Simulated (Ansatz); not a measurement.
# Data sheet: MnIr (DFT)

MnIr:
```
MnIr
1.0
    3.87382     0.00000     0.00000
    0.00000     3.87382     0.00000
    0.00000     0.00000     3.61189
Mn Ir
2 2
Direct
  0.00000   0.00000   0.00000
  0.50000   0.50000   0.00000
  0.50000   0.00000   0.50000
  0.00000   0.50000   0.50000
```
The run is spin-polarised; directions of the spins, atom by atom: ↑ ↓ 0 0.

Space group P4/mmm (No. 123), L1₀ or tetragonal B2; conventional cell a = 2.7392 Å, b = 2.7392 Å, c = 3.6119 Å, α = 90.00°, β = 90.00°, γ = 90.00°.

Method: DFT-r²SCAN in the program Ansatz with PAW potentials. The cell and atoms are relaxed at this level. Other levels are named where they apply.

Cell and energy:

```yaml
volume_per_atom: 13.55 Å³
density: 15.14 g/cm³
Formation energy from the elements (no fitted shifts): -0.47 eV/atom
```

Electronic structure:

```yaml
electronic_character: metallic (no gap)
Density of states at the Fermi level: 0.46 states/eV per atom (mean over ±0.08 eV)
```

Magnetism:

```yaml
magnetic_order: antiferromagnetic
net_moment: 0.00 μB per atom
```

Mechanics:

```yaml
Bulk modulus (Birch–Murnaghan fit): 223 GPa
Pressure derivative B′: 5.1
```

Charges:

```yaml
bader_charges: Mn +0.85, Ir -0.85 e
```

The start of the workflow was typed in or built on a structure type; the Crystallography Open Database files this formula in space group No. 123, but the cells were not matched. Its standing as an ambient phase is unchecked. Symmetry was held in the r²SCAN relaxation, as lowered by the spin order; its stability against distortions is not shown here. Magnetic state: antiferromagnetic, chosen from 5 collinear starts compared on coarse meshes (ties went to the first, and starts can fall back to one state), not a proven ground state. Other orbital occupations within this spin state were not tried. For itinerant 3d metals, meta-GGAs of the SCAN family and hybrids are commonly reported to give too large moments. Point labels and valley counts follow the cell and symmetry of the run, lower than the named group. Axis ratios of metals converge slowly with the k-mesh, so a and c are less sure than the volume. The references are the lowest solids computed at this level, not always the standard phases. The manganese reference at this level is a Cmcm phase, not α-Mn. Spin–orbit coupling is left out wherever it is not named.

Potentials: the later of the program's two PAW sets.
